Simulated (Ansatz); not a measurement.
Relaxed CdBr₂ (space group P6_3mc):

```
CdBr2
1.0
    3.98029     0.00000     0.00000
   -1.99015     3.44703     0.00000
    0.00000     0.00000    12.56749
Cd Br
2 4
Direct
  0.66667   0.33333   0.87499
  0.33333   0.66667   0.37499
  0.00000   0.00000   0.75034
  0.00000   0.00000   0.25034
  0.33333   0.66667   0.99967
  0.66667   0.33333   0.49967
```

Two-dimensional scan of atom 1 (Cd, nearest neighbour Br at 2.781 Å; its periodic images, 4.0 Å or more away, move with it): u runs along (1.000, 0.000, 0.000), v along (0.000, 0.000, 1.000) (Cartesian). Cell and other atoms are fixed.

Calculation: r2SCAN+rVV10 (plane waves to 500 eV, PAW, scalar-relativistic; Ansatz, a program for electronic structure). k mesh 8×8×2 (Γ-centred), Fermi-Dirac smearing 0.05 eV. Stress and pressure are positive under compression. Points where atoms come too close for the PAW data are left out (x in tables, blank in figures). CdBr2 was relaxed with its symmetry unable to fall. 

Question: What P (GPa) does the calculation give at all points of the grid u = -0.700, -0.467, -0.233, 0.000, 0.233, 0.467, 0.700 by v = -0.700, -0.467, -0.233, 0.000, 0.233, 0.467, 0.700?

Answer: P (GPa), with u across and v down:

| v \ u | -0.700 | -0.467 | -0.233 | 0.000 | 0.233 | 0.467 | 0.700 |
|---|---|---|---|---|---|---|---|
| -0.700 | x | 5.8 | 3.3 | 2.6 | 3.3 | 5.8 | x |
| -0.467 | 6.9 | 3.6 | 1.8 | 1.2 | 1.8 | 3.6 | 6.9 |
| -0.233 | 4.7 | 2.2 | 0.8 | 0.3 | 0.8 | 2.2 | 4.7 |
| 0.000 | 4.0 | 1.7 | 0.4 | 0.0 | 0.4 | 1.7 | 4.0 |
| 0.233 | 4.7 | 2.2 | 0.8 | 0.3 | 0.8 | 2.2 | 4.7 |
| 0.467 | 6.9 | 3.6 | 1.8 | 1.2 | 1.8 | 3.6 | 6.9 |
| 0.700 | x | 5.8 | 3.3 | 2.5 | 3.3 | 5.8 | x |

(A displaced cell: forces are minus the slopes of the energy, force constants its curvatures, and phonons follow from these.)
